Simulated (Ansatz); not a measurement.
# CsCl-type GdO

Level of theory: DFT, r²SCAN, scalar-relativistic, collinear spin; plane waves to 500 eV with PAW datasets (Ansatz 0.2.0), 12×12×12 k-mesh, Gaussian smearing of 0.05 eV. The datasets are Ansatz's generated set soft_2.

```
Gd O
1.0
     2.99448    0.00000    0.00000
     0.00000    2.99448    0.00000
     0.00000    0.00000    2.99448
Gd O
1 1
Direct
  0.00000 0.00000 0.00000
  0.50000 0.50000 0.50000
```

The start was a prototype's sites filled with these elements. The Crystallography Open Database lists the compound in space group F-43m, so this is a trial structure.

Magnetic state: ferromagnetic, site spin moments Gd 7.14 μB.

Cell and atoms are those of this level's equilibrium.

The cell has space group Pm-3m (read at 0.01 Å). In it the stress is -0.08, -0.08, -0.08, 0.00, 0.00, 0.00 GPa and the largest force component 0.000 eV/Å. Each change below starts from this cell, without further relaxation. Stress is in GPa, positive in compression, in the order xx, yy, zz, yz, xz, xy; energies are counted from the cell above and are free energies with the smearing's entropy, which match forces and stress in a metal.

Question: What happens when atom 2 (O) is moved by 0.02 Å along z?

Answer: The energy changes by 0.7 meV per cell, and the force on it along the shift is -0.065 eV/Å (−F/u = 3.27 eV/Å²). Stress: -0.05, -0.05, -0.06, 0.00, 0.00, 0.00.
```
atom  Fx (eV/Å)     Fy      Fz
 Gd1      0.000  0.000   0.065
  O2      0.000  0.000  -0.065
```

Question: What stress follows from an engineering strain of -1 % in xy, atoms carried along?

Answer: -0.05, -0.05, -0.05, 0.00, 0.00, 0.44 GPa; the energy changes by 0.4 meV per cell.
The change of the stress over the strain gives a clamped-atom stiffness of about 44 GPa for this component.

Question: All atoms and the cell are disturbed at random:
```
CELL_PARAMETERS angstrom
3.00750 0.01081 -0.01417
0.01081 2.95404 0.01830
-0.01417 0.01830 3.01375
ATOMIC_POSITIONS crystal
Gd 0.01764 0.01685 0.04914
O 0.48236 0.48315 0.45086
```
Give the energy change, the stress and the forces.

Answer: 200.3 meV per cell; stress 7.48, 12.99, 4.29, 2.89, 3.77, 0.84 GPa. Spin moments: Gd 7.07 μB.
| atom | Fx (eV/Å) | Fy | Fz |
| --- | --- | --- | --- |
| Gd1 | -0.608 | -0.428 | -1.000 |
| O2 | 0.608 | 0.428 | 1.000 |

Without a U the 4f levels of Gd lie too near the Fermi level, so their share of the states there, and what hangs on it, is overstated. The equation of state at this level isn't smooth, a sign that the magnetic state shifts with volume and isn't converged in the mesh. Spin–orbit coupling, which matters for such heavy elements, is left out. The run wasn't fully tested for a lower electronic state. Site moments are of spin, integrated over atomic spheres. The moments were started parallel, and the real magnetic order may be another.
